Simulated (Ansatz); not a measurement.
How far is PAW off for BiAs?

```xyz
2
Lattice="3.6940 0.0000 0.0000 0.0000 3.6940 0.0000 0.0000 0.0000 3.6940" Properties=species:S:1:pos:R:3 pbc="T T T"
As    0.0000    0.0000    0.0000
Bi    1.8470    1.8470    1.8470
```

Atoms are numbered in the order listed.

The conventional cell has a = 3.694 Å, b = 3.694 Å, c = 3.694 Å, α = 90.00°, β = 90.00°, γ = 90.00°. As (atom 1) is surrounded by 8 Bi at 3.20 Å. Around Bi (atom 2) lie 8 As at 3.20 Å.

The cell was built from the CsCl type and relaxed in the same program, and has space group Pm-3m; it needn't be a known or the stable phase.

No spin–orbit coupling, which matters for the heavy atoms here.

Methods: DFT, PBE, PAW with Ansatz's default frozen-core files, scalar-relativistic (Ansatz 0.2.0); DFT, PBE, all-electron LAPW, scalar-relativistic (Ansatz 0.2.0).

For PAW: a Γ-centred 13×13×13 k mesh, Fermi–Dirac smearing of 0.05 eV, cutoff 420 eV, no spin polarisation. LAPW targets a basis error of 0.5 meV/atom. The Ansatz runs share mesh, smearing and spin set-up. Plane-wave (PAW) pressures include the program's estimate of the Pulay term.

Stress and pressure are positive in compression.

Levels count from the Fermi level.

PAW results:

```csv
quantity,PAW
pressure (GPa),0.01
highest filled level at M (eV),-5.448
lowest empty level at M (eV),0.848
highest filled level at X (eV),-0.508
lowest empty level at X (eV),0.347
```

What does LAPW (all electrons) give for the same quantities?


| quantity | LAPW |
| --- | --- |
| pressure (GPa) | 0.03 |
| highest filled level at M (eV) | -5.448 |
| lowest empty level at M (eV) | 0.847 |
| highest filled level at X (eV) | -0.508 |
| lowest empty level at X (eV) | 0.347 |
